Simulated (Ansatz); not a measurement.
## RbAu: from a starting cell to a relaxed one

The start is a generated cell, RbAu built in the AFLOW prototype AB_oP4_59_a_b (as in CuTe). A full variable-cell relaxation at zero pressure is run with r2SCAN (plane waves to 500 eV, PAW, scalar-relativistic; Ansatz, a first-principles code). The first steps use a coarse 9×7×4 k-mesh.

The start:
```
CELL_PARAMETERS angstrom
      3.64125     0.00000     0.00000
      0.00000     4.72785     0.00000
      0.00000     0.00000     8.03387
ATOMIC_POSITIONS crystal
  Rb 0.00000 0.00000 0.05100
  Rb 0.50000 0.50000 0.94900
  Au 0.00000 0.50000 0.27700
  Au 0.50000 0.00000 0.72300
```

### Question
What band gap does the relaxed structure have at this level?

### Answer
2.49 eV, direct at L (no spin-orbit coupling).

### Question
Give the final cell and atomic positions.

### Answer

```cif
data_Au4Rb4
_chemical_formula_sum 'Rb4 Au4'
_space_group_name_H-M_alt 'Fm-3m'
_space_group_IT_number 225
_space_group_name_Hall '-F 4 2 3'
_cell_length_a 6.95795
_cell_length_b 6.95795
_cell_length_c 6.95795
_cell_angle_alpha 90.000
_cell_angle_beta 90.000
_cell_angle_gamma 90.000
loop_
_atom_site_label
_atom_site_type_symbol
_atom_site_symmetry_multiplicity
_atom_site_Wyckoff_symbol
_atom_site_fract_x
_atom_site_fract_y
_atom_site_fract_z
_atom_site_occupancy
Rb1 Rb 4 b 0.50000 0.50000 0.50000 1
Au1 Au 4 a 0.00000 0.00000 0.00000 1
```
(The calculation used a cell of 2 atoms; values per cell refer to that cell.)

Final values are on a 12×12×12 k-mesh of the relaxed cell. The start holds a very short contact (Rb–Au 2.98 Å). No spin polarisation in the result. Without spin-orbit coupling the bands of the heavy element are not split, so the gap can be far off.

The run could not lose the symmetry of its start: the end is stationary, and may be a saddle point rather than a minimum.

The relaxed structure here is a generated cell of RbAu: the first start was made by placing the elements on the sites of a structure type, and the end was not matched to a known phase here, so it may be hypothetical. Known forms of RbAu include space group No. 221.
